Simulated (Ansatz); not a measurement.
Task: Each is relaxed and computed with r²SCAN (plane waves, PAW; program Ansatz). Which is the only metal?
(A) GaGeTe, R-3m (Ga on 6c, Ge on 6c, Te on 6c)
(B) HfO2, P2_1/c (Hf on 4e, O on 4e, O on 4e)
(C) GeTePt, P2_13 (Ge on 4a, Te on 4a, Pt on 4a)
(D) Hf3Ge2, P4/mbm (Hf on 2a, Hf on 4h, Ge on 4g)

Result: D, Hf3Ge2, P4/mbm (Hf on 2a, Hf on 4h, Ge on 4g). Hf3Ge2: metal; HfO2: gap 4.60 eV (indirect); GeTePt: gap 0.37 eV (indirect); GaGeTe: gap 0.60 eV (direct). Standing as an ambient phase not checked: Hf3Ge2, P4/mbm (Hf on 2a, Hf on 4h, Ge on 4g); GeTePt, P2_13 (Ge on 4a, Te on 4a, Pt on 4a); GaGeTe, R-3m (Ga on 6c, Ge on 6c, Te on 6c). Weakly bound layers, chains or molecules computed without a dispersion correction, so cells and soft constants are ill determined: GaGeTe, R-3m (Ga on 6c, Ge on 6c, Te on 6c). All cells were relaxed under the symmetry of their starts (and spin orders); stability against distortions was not tested throughout. Rows with no word on spin ran without spin polarisation. Scalar-relativistic: spin–orbit coupling is off unless named, which matters more the heavier the elements.

Potentials: the earlier of the program's two PAW sets.
